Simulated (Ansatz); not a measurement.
RuTe₂ (space group Pa-3)

```cif
data_Ru4Te8
_chemical_formula_sum 'Te8 Ru4'
_space_group_name_H-M_alt 'P 1'
_space_group_IT_number 1
_cell_length_a 6.44165
_cell_length_b 6.44165
_cell_length_c 6.44165
_cell_angle_alpha 90.000
_cell_angle_beta 90.000
_cell_angle_gamma 90.000
loop_
_space_group_symop_operation_xyz
  'x, y, z'
loop_
_atom_site_label
_atom_site_type_symbol
_atom_site_fract_x
_atom_site_fract_y
_atom_site_fract_z
_atom_site_occupancy
Te1 Te 0.37339 0.37339 0.37339 1
Te2 Te 0.62661 0.62661 0.62661 1
Te3 Te 0.12661 0.62661 0.87339 1
Te4 Te 0.87339 0.37339 0.12661 1
Te5 Te 0.87339 0.12661 0.62661 1
Te6 Te 0.12661 0.87339 0.37339 1
Te7 Te 0.62661 0.87339 0.12661 1
Te8 Te 0.37339 0.12661 0.87339 1
Ru1 Ru 0.00000 0.00000 0.00000 1
Ru2 Ru 0.50000 0.00000 0.50000 1
Ru3 Ru 0.50000 0.50000 0.00000 1
Ru4 Ru 0.00000 0.50000 0.50000 1
```

E(V) scan at fixed shape, V₀ the volume above. The atoms relax within the cell's symmetry.

Computed with r2SCAN (plane waves to 500 eV, PAW, scalar-relativistic; Ansatz, a quantum-chemistry and plane-wave program). k mesh 4×4×4 (Γ-centred), Fermi-Dirac smearing 0.05 eV. E stands for the smeared free energy. RuTe2 is run without spin polarisation. RuTe2 was relaxed with its symmetry unable to fall. Spin-orbit coupling is left out, though Te is heavy. ΔE is measured from the relaxed starting cell. The last digit holds for this mesh only.

```json
[
 {"V (Å³/atom)": "20.047", "ΔE (meV/atom)": "102.8"},
 {"V (Å³/atom)": "20.493", "ΔE (meV/atom)": "63.0"},
 {"V (Å³/atom)": "20.938", "ΔE (meV/atom)": "33.9"},
 {"V (Å³/atom)": "21.384", "ΔE (meV/atom)": "14.5"},
 {"V (Å³/atom)": "21.829", "ΔE (meV/atom)": "3.5"},
 {"V (Å³/atom)": "22.275", "ΔE (meV/atom)": "0.0"},
 {"V (Å³/atom)": "22.720", "ΔE (meV/atom)": "3.2"},
 {"V (Å³/atom)": "23.166", "ΔE (meV/atom)": "12.3"},
 {"V (Å³/atom)": "23.611", "ΔE (meV/atom)": "26.6"},
 {"V (Å³/atom)": "24.057", "ΔE (meV/atom)": "45.5"},
 {"V (Å³/atom)": "24.502", "ΔE (meV/atom)": "68.5"}
]
```

### Question
What is the fitted pressure derivative B₀′?

### Answer
5.1.

### Question
What bulk modulus B₀ follows from a third-order Birch-Murnaghan fit?

### Answer
119 GPa. Check by three points about V = 22.275 Å³/atom, step 0.891: d²E/dV² ≈ (14 − 2·0 + 12) meV / 0.891² = 0.0328 eV/Å⁶, and V·d²E/dV² × 160.2 = 117 GPa.

(A scan under strain: stresses follow from slopes of the energy per volume, elastic moduli from its curvatures.)
